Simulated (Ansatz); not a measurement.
Stiffness of LaSb from strained cells

```
CELL_PARAMETERS angstrom
0.00000 3.24500 3.24500
3.24500 0.00000 3.24500
3.24500 3.24500 0.00000
ATOMIC_POSITIONS crystal
La 0.00000 0.00000 0.00000
Sb 0.50000 0.50000 0.50000
```

Atom numbers follow the list: La1, Sb2.

Conventional cell: a = 6.490 Å, b = 6.490 Å, c = 6.490 Å, α = 90.00°, β = 90.00°, γ = 90.00°. Around La (atom 1) lie 6 Sb at 3.25 Å. Around Sb (atom 2) lie 6 La at 3.25 Å.

The cell is COD entry 1537613, as deposited and not checked against the literature; nothing was relaxed.

No spin–orbit coupling, which matters for the heavy atoms here.

Level of theory: DFT, PBEsol, all-electron LAPW, scalar-relativistic in Ansatz 0.2.0.

Numerical set-up: a Γ-centred 10×10×10 k mesh, Fermi–Dirac smearing of 0.05 eV, basis error target 1 meV/atom, no spin polarisation.

The unstrained cell is at -0.93 GPa. Large strains and very small stresses are left out. Each strain is applied once, with fractional coordinates held (clamped ions), and σ below is the change of stress, positive in tension. One finite strain gives stress–strain coefficients at this pressure with an error of the order of the strain times third-order constants, a few per cent for each per cent of strain. In a metal the k mesh adds noise of tens of per cent to soft shears.

Question: With equal xy, yz and zx engineering shear strains of -1 %, the run gives σxy = -0.18 GPa and γxy = 2εxy = -0.0100. Which stiffness follows?

Answer: C44 (clamped ions) = σxy/γxy = 18 GPa.

Question: Estimate the stiffness probed by this change, and the stress that it gives: equal xy, yz and zx engineering shear strains of +1 %.

Answer: σxy = 0.19 GPa and γxy = 2εxy = 0.0100, so C44 (clamped ions) = σxy/γxy = 19 GPa.

Question: The two estimates of C44 (clamped ions) differ. Why, and which value is best?

Answer: Finite strains add third-order terms, and in a metal the k mesh adds noise; two strains on one mesh can't tell these apart, so neither value is shown to be the better.
